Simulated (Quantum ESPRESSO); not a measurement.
Ga4RhOsMoLi, input and log of a self-consistent run

Simulated, not a measurement. The program is pw.x of Quantum ESPRESSO 7.5 (plane-wave density functional theory). The cell is made up: eight metal atoms on a hexagonal close-packed lattice, with elements, volume, strain and displacements drawn at random and not relaxed, so it may be unstable or far from any real phase. PseudoDojo standard norm-conserving files set the functional (PBE unless stated); there is no spin polarisation or spin-orbit coupling, the Fermi-Dirac width of 0.25 eV means electrons at about 2900 K, and the masses in the input are unused placeholders. Heavy elements are run without spin-orbit coupling, which real alloys of them have. A spin test at this wide smearing found no moment, but such smearing suppresses magnetism that the real alloy may have.

Input:

```
&control calculation='scf', pseudo_dir='./dojo.nc.sr.pbe.v0_5.standard.upf', outdir='./o', disk_io='minimal', tprnfor=.true., tstress=.true. /
&system ibrav=0, nat=8, ntyp=5, nbnd=63, ecutwfc=87.97787729, nosym=.true., tot_charge=0,
 occupations='smearing', smearing='fd', degauss=0.0183746611
/
&electrons conv_thr=1.470e-08, electron_maxstep=70, mixing_beta=0.5 /
ATOMIC_SPECIES
Ga 1.0 Ga.upf
Li 1.0 Li.upf
Mo 1.0 Mo.upf
Os 1.0 Os.upf
Rh 1.0 Rh.upf
CELL_PARAMETERS angstrom
2.9901 0.0097 0.0249
0.0168 5.0995 -0.023
0.0837 -0.0446 10.0531
ATOMIC_POSITIONS angstrom
Ga -0.0442 0.0174 -0.0702
Ga 0.1837 0.1533 4.9747
Ga 0.0457 1.6985 2.6018
Rh -0.0218 1.6822 7.647
Ga 1.4682 2.5678 -0.0169
Os 1.6036 2.5537 5.1636
Mo 1.4324 4.2603 2.4481
Li 1.7117 4.2321 7.572
K_POINTS automatic
8 5 3 1 1 1
```

The log is shortened where brackets say so; the opening notice, blank lines, dates and the lines on written files are dropped, and the path of the files is cut. It prints rydbergs, bohrs and kilobars, and counts compression as positive stress. Its total energy is the free energy E - TS of the whole cell.

```
     Program PWSCF v.7.5
     Parallel version (MPI & OpenMP), running on       4 processor cores
     Number of MPI processes:                 4
     Threads/MPI process:                     1
     [start-up lines left out]
     bravais-lattice index     =            0
     lattice parameter (alat)  =       5.6507  a.u.
     unit-cell volume          =    1034.3472 (a.u.)^3
     number of atoms/cell      =            8
     number of atomic types    =            5
     number of electrons       =       102.00
     number of Kohn-Sham states=           63
     kinetic-energy cutoff     =      87.9779  Ry
     charge density cutoff     =     351.9115  Ry
     scf convergence threshold =      1.5E-08
     mixing beta               =       0.5000
     number of iterations used =            8  plain     mixing
     Exchange-correlation= PBE
                           (   1   4   3   4   0   0   0)
     [axes and pseudopotential details left out]
   Cartesian axes
     site n.     atom                  positions (alat units)
         1        Ga     tau(   1) = (  -0.0147815   0.0058190  -0.0234765  )
         2        Ga     tau(   2) = (   0.0614336   0.0512671   1.6636572  )
         3        Ga     tau(   3) = (   0.0152832   0.5680185   0.8701034  )
         4        Rh     tau(   4) = (  -0.0072904   0.5625674   2.5573374  )
         5        Ga     tau(   5) = (   0.4910008   0.8587330  -0.0056518  )
         6        Os     tau(   6) = (   0.5362817   0.8540176   1.7268298  )
         7        Mo     tau(   7) = (   0.4790284   1.4247449   0.8187025  )
         8        Li     tau(   8) = (   0.5724329   1.4153142   2.5322557  )
     number of k points=    60  Fermi-Dirac smearing, width (Ry)=  0.0184
                       cart. coord. in units 2pi/alat
        k(    1) = (   0.0619015   0.0586560   0.0493186), wk =   0.0333333
        k(    2) = (   0.0635559   0.0577561  -0.1489942), wk =   0.0333333
     [further k points left out]
     Dense  grid:   115265 G-vectors     FFT dimensions: (  36,  60, 120)
     Estimated max dynamical RAM per process >     408.40 MB
     Estimated total dynamical RAM >       1.51 GB
     Initial potential from superposition of free atoms
     starting charge     101.9825, renormalised to     102.0000
     Starting wfcs are   68 randomized atomic wfcs
     total cpu time spent up to now is        6.5 secs
     per-process dynamical memory:   322.6 Mb
     Self-consistent Calculation
     iteration #  1     ecut=    87.98 Ry     beta= 0.50
     Davidson diagonalization with overlap
     ethr =  1.00E-02,  avg # of iterations =  4.4
     total cpu time spent up to now is       21.1 secs
     total energy              =   -1202.09021362 Ry
     estimated scf accuracy    <       2.33894625 Ry
     iteration #  2     ecut=    87.98 Ry     beta= 0.50
     Davidson diagonalization with overlap
     ethr =  2.29E-03,  avg # of iterations =  4.7
     total cpu time spent up to now is       37.2 secs
     total energy              =   -1198.91191654 Ry
     estimated scf accuracy    <     116.75826508 Ry
     iteration #  3     ecut=    87.98 Ry     beta= 0.50
     Davidson diagonalization with overlap
     ethr =  2.29E-03,  avg # of iterations =  5.3
     total cpu time spent up to now is       52.9 secs
     total energy              =   -1203.05009426 Ry
     estimated scf accuracy    <       8.91294864 Ry
     iteration #  4     ecut=    87.98 Ry     beta= 0.50
     Davidson diagonalization with overlap
     ethr =  2.29E-03,  avg # of iterations =  2.0
     total cpu time spent up to now is       64.3 secs
     total energy              =   -1203.44932431 Ry
     estimated scf accuracy    <       1.59930341 Ry
     iteration #  5     ecut=    87.98 Ry     beta= 0.50
     Davidson diagonalization with overlap
     ethr =  1.57E-03,  avg # of iterations =  1.0
     total cpu time spent up to now is       74.2 secs
     total energy              =   -1203.55369315 Ry
     estimated scf accuracy    <       0.39748047 Ry
     [iterations 6 to 10 left out]
     iteration # 11     ecut=    87.98 Ry     beta= 0.50
     Davidson diagonalization with overlap
     ethr =  4.54E-08,  avg # of iterations =  1.5
     total cpu time spent up to now is      144.0 secs
     total energy              =   -1203.57193239 Ry
     estimated scf accuracy    <       0.00000837 Ry
     iteration # 12     ecut=    87.98 Ry     beta= 0.50
     Davidson diagonalization with overlap
     ethr =  8.20E-09,  avg # of iterations =  1.6
     total cpu time spent up to now is      154.6 secs
     total energy              =   -1203.57193275 Ry
     estimated scf accuracy    <       0.00000781 Ry
     iteration # 13     ecut=    87.98 Ry     beta= 0.50
     Davidson diagonalization with overlap
     ethr =  7.66E-09,  avg # of iterations =  1.0
     total cpu time spent up to now is      164.5 secs
     total energy              =   -1203.57193315 Ry
     estimated scf accuracy    <       0.00000121 Ry
     iteration # 14     ecut=    87.98 Ry     beta= 0.50
     Davidson diagonalization with overlap
     ethr =  1.18E-09,  avg # of iterations =  1.1
     total cpu time spent up to now is      174.7 secs
     total energy              =   -1203.57193320 Ry
     estimated scf accuracy    <       0.00000007 Ry
     iteration # 15     ecut=    87.98 Ry     beta= 0.50
     Davidson diagonalization with overlap
     ethr =  6.73E-11,  avg # of iterations =  2.3
     total cpu time spent up to now is      186.1 secs
     End of self-consistent calculation
     [lines on levels left out]
!    total energy              =   -1203.57193320 Ry
     estimated scf accuracy    <       0.00000001 Ry
     smearing contrib. (-TS)   =      -0.10516374 Ry
     internal energy E=F+TS    =   -1203.46676946 Ry
     The total energy is F=E-TS. E is the sum of the following terms:
     one-electron contribution =    -466.21977255 Ry
     hartree contribution      =     299.05176750 Ry
     xc contribution           =    -269.76028625 Ry
     ewald contribution        =    -766.53847816 Ry
     convergence has been achieved in  15 iterations
     Forces acting on atoms (cartesian axes, Ry/au):
     atom    1 type  1   force =     0.00064230    0.00114979    0.00776381
     atom    2 type  1   force =    -0.00126236   -0.01017506    0.00800882
     atom    3 type  1   force =    -0.00177728    0.01586634    0.01860219
     atom    4 type  5   force =     0.00735174    0.01091854   -0.00658913
     atom    5 type  1   force =    -0.00011858    0.00350235   -0.02204124
     atom    6 type  4   force =    -0.00197079   -0.00555376    0.00845752
     atom    7 type  3   force =     0.00180022   -0.01435009   -0.00351726
     atom    8 type  2   force =    -0.00466525   -0.00135812   -0.01068470
     Total force =     0.044862     Total SCF correction =     0.000579
     Computing stress (Cartesian axis) and pressure
          total   stress  (Ry/bohr**3)                   (kbar)     P=     -186.43
  -0.00119130   0.00001521   0.00002058         -175.25        2.24        3.03
   0.00001521  -0.00118470   0.00004209            2.24     -174.27        6.19
   0.00002058   0.00004209  -0.00142600            3.03        6.19     -209.77
     init_run     :      5.96s CPU      6.20s WALL (       1 calls)
     electrons    :    178.96s CPU    179.59s WALL (       1 calls)
     forces       :      2.15s CPU      2.16s WALL (       1 calls)
     stress       :      7.60s CPU      7.75s WALL (       1 calls)
     [timing details left out]
     PWSCF        :   3m15.04s CPU   3m16.09s WALL
     JOB DONE.
```

In other units: free energy -16375.430 eV for the cell, pressure -18.64 GPa, largest force component 0.567 eV/Å in size. The run took 198 s of wall time with four MPI processes on a shared machine (AMD EPYC, Zen 5, virtual cores), so the time is rough. A rerun of this cell at a higher cutoff and on a denser mesh moved values by no more than 0.004 eV in energy, 0.08 GPa in stress and 0.007 eV/Å in force, and a second program with other atomic files agreed on that cell to 2 % rms in force and 0.5 GPa in pressure.